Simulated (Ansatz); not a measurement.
**TiRe at 2 GPa (stress–strain coefficients): relaxed-ion elastic tensor**

All numbers below come from Ansatz, DFT LDA, scalar-relativistic, plane waves, PAW. Settings: 420 eV plane-wave cutoff, Γ-centred 14×14×14 mesh, Fermi-Dirac smearing of 0.15 eV. No spin polarisation.

The cell, relaxed at 2 GPa:
```
Ti Re
1.0
     3.05360    0.00000    0.00000
     0.00000    3.05360    0.00000
     0.00000    0.00000    3.05360
Ti Re
1 1
Cartesian
  1.5268 1.5268 1.5268
  0.0000 0.0000 0.0000
```

In a metal, frequencies and elastic constants depend on the k mesh and the smearing, soft modes and shear constants most. Spin–orbit coupling is left out, which can shift energies with elements as heavy as these.

Task: Give the relaxed-ion elastic constants (GPa, Voigt order xx yy zz yz xz xy, on the axes of the cell above).

Result:
C11 = 412.4, C12 = 190.2, C13 = 190.2, C22 = 412.4, C23 = 190.2, C33 = 412.4, C44 = 81.6, C55 = 81.6, C66 = 81.6 GPa; the others vanish.

Task: Is the crystal stable against homogeneous strain?

Result: Yes: the least eigenvalue of the tensor is 81.6 GPa.

Task: And the moduli of a polycrystal (Hill averages)?

Result: B = 264 GPa, G = 92 GPa, E = 248 GPa, ν = 0.34.

Cost: 1 run of about 1.1 core-minutes, on Arm Neoverse V2 (shared hosts).